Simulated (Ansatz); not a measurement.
Input and command of a plane-wave DFT calculation in Ansatz:

```yaml
crystal:
  lattice:
    - [3.6235830947, -5.8486, 0.0]
    - [3.6235830947, 5.8486, 0.0]
    - [-3.5500110127, 0.0, 3.6473943918]
  atoms:
    - { symbol: V, position: [0.87, 0.13, 0.75] }
    - { symbol: V, position: [0.13, 0.87, 0.25] }
    - { symbol: Bi, position: [0.3665, 0.6335, 0.75] }
    - { symbol: Bi, position: [0.6335, 0.3665, 0.25] }
    - { symbol: O, position: [0.9383, 0.3547, 0.6388] }
    - { symbol: O, position: [0.6453, 0.0617, 0.8612] }
    - { symbol: O, position: [0.0617, 0.6453, 0.3612] }
    - { symbol: O, position: [0.3547, 0.9383, 0.1388] }
    - { symbol: O, position: [0.8113, 0.7099, 0.8796] }
    - { symbol: O, position: [0.2901, 0.1887, 0.6204] }
    - { symbol: O, position: [0.1887, 0.2901, 0.1204] }
    - { symbol: O, position: [0.7099, 0.8113, 0.3796] }
basis:
  ecutwfc: 500
kpoints:
  mp_grid: { grid: [6, 6, 6] }
hamiltonian:
  xc: r2scan
scf:
  occupations: { method: gaussian, width: 0.02 }
output:
  forces: true
  stress: true
  eigenvalues: true
  write_density: true
  write_potential: true
  elf: true
  volumetric_format: npy
relax:
  adjacent_minimum: "off"
  f_tol: 0.02
  max_steps: 70
  cell: { stress_tol: 0.1 }
```

```bash
ansatz run input.yaml --threads 2 --pin off --max-ram 5120MiB --backend cpu --events-out ev --progress --plain --runs-dir out
```

Processor: Intel(R) Xeon(R) Platinum 8375C CPU @ 2.90GHz (Ice Lake), 2 threads, on a host shared with other jobs.

Q: Estimate time, memory and problem size.

A: About 4.3 min on 2 threads of Intel(R) Xeon(R) Platinum 8375C CPU @ 2.90GHz (Ice Lake) (shared host), peak memory 1.5 GiB. It solves 64 bands at 68 k points (the mesh reduced by the symmetry that the task leaves, which can be less than the crystal's) with about 3893 plane waves (on the last cell), in 56 SCF iterations over 8 ionic steps.
